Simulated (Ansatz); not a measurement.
Input:

AlGaAs₂ in space group P-4m2 (No. 115; Ga on 1a, As on 2g, Al on 1c), a = b = 4.0107 Å, c = 5.6595 Å, α = β = γ = 90.00°.

This is the PBEsol-relaxed structure.

Q: All from DFT-PBEsol in the program Ansatz with PAW potentials, unless another level is named. Estimate the electronic dielectric constant ε∞ (DFPT).

A: 11.5 (xx = yy), 11.5 (zz).

Q: Give the Born charges (a third of the trace).

A: Ga +2.23, As -2.14, Al +2.05 e.

Q: Next, the static dielectric constant ε0 (ions relaxed, cell fixed)?

A: 13.5 (xx = yy), 13.6 (zz).

The start of the workflow was typed in or built on a structure type; neither database checked (COD, Materials Project) lists it. Whether it is the stable phase at ambient conditions was not checked. The cell was relaxed with PBEsol under the symmetry of its start; whether a distortion lowers the energy is not shown. Spin–orbit coupling is left out wherever it is not named.

Potentials: the later of the program's two PAW sets.
